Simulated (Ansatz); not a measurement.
TaCuN$_{2}$:
```xyz
4
Lattice="1.5609 0.9012 5.7806 -1.5609 0.9012 5.7806 0.0000 -1.8023 5.7806" Properties=species:S:1:pos:R:3 pbc="T T T"
Ta     0.0000     0.0000     8.6708
Cu     0.0000     0.0000     0.0000
N      0.0000     0.0000     1.8308
N      0.0000     0.0000    15.5108
```

Relaxed with PBEsol. Special points in fractions of this cell's reciprocal vectors: Γ (0.000, 0.000, 0.000); T (0.500, 0.500, 0.500); H2 (0.817, 0.183, 0.500); H0 (0.500, -0.183, 0.183); L (0.500, 0.000, 0.000); S0 (0.341, -0.341, 0.000); S2 (0.659, 0.000, 0.341); F (0.500, 0.000, 0.500).

List the band energies nearest the valence-band maximum at these points for the program Ansatz at the PBEsol level (PAW).

In eV from the valence-band maximum; about four levels below and three above (degenerate sets whole), none deeper than 8.9 eV; points with the same levels are listed once.

```tsv
k	below	above
Γ	-1.86 -1.86 -1.07 -1.07	1.23 1.23 1.49
T	-2.01 -2.01 0.00 0.00	1.16 1.16 2.93
H2	-1.89 -1.67 -1.02 -0.62	1.46 3.04 3.40
L	-1.52 -1.05 -0.62 -0.39	0.37 3.20 3.47
S0	-1.90 -1.71 -0.96 -0.63	1.43 3.16 3.37
F	-2.07 -1.65 -1.51 -0.94	1.19 3.24 3.37
```

Space group R-3m. The first step of the workflow began from a Materials Project structure, measured or hypothetical; the Crystallography Open Database files this formula in space group No. 166, but the cells were not matched. Whether it is the stable phase at ambient conditions was not checked. The cell was relaxed with PBEsol under the symmetry of its start; whether a distortion lowers the energy is not shown. The run is not spin-polarised. Scalar-relativistic: spin–orbit coupling is off unless named, which matters more the heavier the elements.

Potentials: the later of the program's two PAW sets.
